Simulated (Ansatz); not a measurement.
Relaxed-ion elastic tensor of Ti₂AlC in space group P6_3/mmc (No. 194; Ti on 4f, Al on 2d, C on 2a) in GPa (Voigt order), r²SCAN in the plane-wave PAW code Ansatz; density 4.04 g/cm³, 13.86 Å³ per atom.

```
      1     2     3    4    5    6
-  ----  ----  ----  ---  ---  ---
1   322  65.2  63.2  0.0  0.0  0.0
2  65.2   322  63.2  0.0  0.0  0.0
3  63.2  63.2   292  0.0  0.0  0.0
4   0.0   0.0   0.0  120  0.0  0.0
5   0.0   0.0   0.0  0.0  120  0.0
6   0.0   0.0   0.0  0.0  0.0  129
```

Question: Is the crystal mechanically stable?

Answer: Yes: the smallest eigenvalue of C is 120 GPa.

Question: Work out the Voigt, Reuss and Hill averages.

Answer: K_V = 147, K_R = 146, K_H = 147; G_V = 123, G_R = 123, G_H = 123 GPa.

Question: Give Young's modulus, Poisson's ratio, Pugh's ratio and the universal anisotropy index.

Answer: E = 9KG/(3K + G) = 289 GPa; ν = 0.17; K/G = 1.19 (brittle by the Pugh limit of 1.75); A_U = 5G_V/G_R + K_V/K_R − 6 = 0.01.

Question: Estimate the sound speeds and the Debye temperature.

Answer: v_l = √((K + 4G/3)/ρ) = 8780 m/s, v_t = √(G/ρ) = 5530 m/s, mean 6080 m/s; Θ = (h/k)(3n/4πV)^(1/3) v_m = 754 K.

Question: Solve the Christoffel equation for the three sound speeds along x, y, z.

Answer: Eigenvalues of C_ijkl n_j n_l equal ρv². In km/s, slowest first: x 5.45, 5.64, 8.94; y 5.45, 5.64, 8.94; z 5.45, 5.45, 8.51.

Question: How much does each axis shrink under pressure?

Answer: Linear compressibilities β_i = Σ_j S_ij (j = 1 to 3): x 2.2, y 2.2, z 2.5 per TPa.

The first step of the workflow began from a Materials Project structure, measured or hypothetical; the Crystallography Open Database copy checked does not list it. Whether it is the stable phase at ambient conditions was not checked. Symmetry was held in the r²SCAN relaxation; of distortions, only those at the zone centre were tested. The run is not spin-polarised. As this level gives no gap, shear constants depend on the k-mesh and smearing (Fermi–Dirac, 0.1 eV here).

Potentials: the earlier of the program's two PAW sets.
